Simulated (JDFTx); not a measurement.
System: W(110) (Im-3m bulk; lattice of mp-91, not re-optimised at this level), (2×1) cell of 6 atoms in 3 planes, area 14.21 Å² a face, 4.4 Å between the outermost planes in a cell 23.5 Å high; k mesh 4×10×1, Fermi width 0.01 Ha, no spin polarisation.

Adsorbate: CH on both faces at 0.50 monolayer, started hollow and relaxed in vacuum, keeping the symmetry of the start.

Method: PBE, GBRV ultrasoft potentials, plane waves to 20/100 Ha, in JDFTx (a modified build). The adsorption energy per CH is [E(slab + 2 CH) − E(slab)]/2 − (E(CH4) − 3/2 E(H2)), with the gas molecules relaxed at the same level and slab energies taken as (E + F)/2, the usual estimate of zero smearing. In reaction energies these potentials put H₂ about 0.03 eV too high against large-basis PBE. These are electronic energies without vibrational corrections. Both faces are alike, and the cell allows no reconstruction beyond its size.

Q: Predict the adsorption energy and the geometry, and the change of the work function.

A: 0.65 eV. C sits 1.26 Å above the highest substrate atom, bound to 2 W at 2.07 Å; C–H is 1.10 Å. The work function goes from 4.90 to 3.84 eV. In CANDLE, water, 1 M NaCl, at zero charge, the adsorption energy is 0.64 eV and the potential of zero charge moves from 0.09 to -0.58 V vs SHE (4.44 V convention).
